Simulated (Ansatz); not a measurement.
Fields on a plane of TiB2 (AlB2 type, space group P6/mmm)

```
CELL_PARAMETERS angstrom
      3.02469     0.00000     0.00000
     -1.51235     2.61946     0.00000
      0.00000     0.00000     3.22263
ATOMIC_POSITIONS crystal
  Ti 0.00000 0.00000 0.00000
  B  0.33333 0.66667 0.50000
  B  0.66667 0.33333 0.50000
```

The slice is a (-1 1 0 2) plane (indices of the conventional cell) through the point (0.667, 0.333, 0.500) (fractional), spanned by u = [110] and v = [1 -1 1] in vectors of this cell: u (3.02 Å) and v (6.15 Å, at 90° to u). It covers one period; positions are fractions (u, v).

Atoms on it: B at (0.00, 0.00). Other atoms lie within 1 Å of the plane.

These are r2SCAN (plane waves to 500 eV, PAW, scalar-relativistic; Ansatz, a first-principles code) values and carry that method's errors. k mesh 18×18×14. Inside the PAW spheres the values are not all-electron values, and peaks at nuclei hang on which shells count as valence. TiB2 is run without spin polarisation. TiB2 was relaxed with its symmetry unable to fall.

```tsv
v \ u	0.00	0.14	0.29	0.43	0.57	0.71	0.86
0.96	-0.3	-0.2	-0.3	-0.5	-0.5	-0.3	-0.2
0.86	-0.2	-0.3	-0.5	-0.7	-0.7	-0.5	-0.3
0.75	-0.4	-0.4	-0.5	-0.3	-0.3	-0.5	-0.4
0.64	-0.6	-0.6	-0.6	-0.5	-0.5	-0.6	-0.6
0.54	-0.5	-0.6	-0.7	-0.7	-0.7	-0.7	-0.6
0.43	0.6	0.3	-0.5	-0.7	-0.7	-0.5	0.3
0.32	0.6	0.2	-0.4	-0.5	-0.5	-0.4	0.2
0.21	-0.5	-0.5	-0.4	-0.3	-0.3	-0.4	-0.5
0.11	-0.2	-0.2	-0.1	-0.1	-0.1	-0.1	-0.2
0.00	-0.7	-0.1	-0.2	-0.3	-0.3	-0.2	-0.1
```

Values: log₁₀ of the valence density in e/Å³. The scale is logarithmic, as a density can span decades between atoms and voids.

```
v \ u  0.00  0.14  0.29  0.43  0.57  0.71  0.86
-----  ----  ----  ----  ----  ----  ----  ----
0.96      x     x   6.0   8.8   8.8   6.0     x
0.86    5.3   6.9   7.7   5.9   5.9   7.7   6.9
0.75    7.1   7.2   4.5  <3.0  <3.0   4.5   7.2
0.64   10.4  10.2   8.2   5.1   5.1   8.2  10.2
0.54    3.6   6.1   9.4  11.0  11.0   9.4   6.1
0.43      x     x  <3.0  10.0  10.0  <3.0     x
0.32      x  <3.0  <3.0   9.6   9.6  <3.0  <3.0
0.21    4.2   6.0   6.5  <3.0  <3.0   6.5   6.0
0.11      x  <3.0  <3.0     x     x  <3.0  <3.0
0.00      x     x   4.6   6.3   6.3   4.6     x
```

Values: electrostatic potential energy of an electron, from the cell's mean, in eV. Points within 0.7 Å of a nucleus are blanked (x), as the pseudised field means little there. Values under 3 eV are set to 3. The zero, the cell's mean, hangs on the PAW cores.
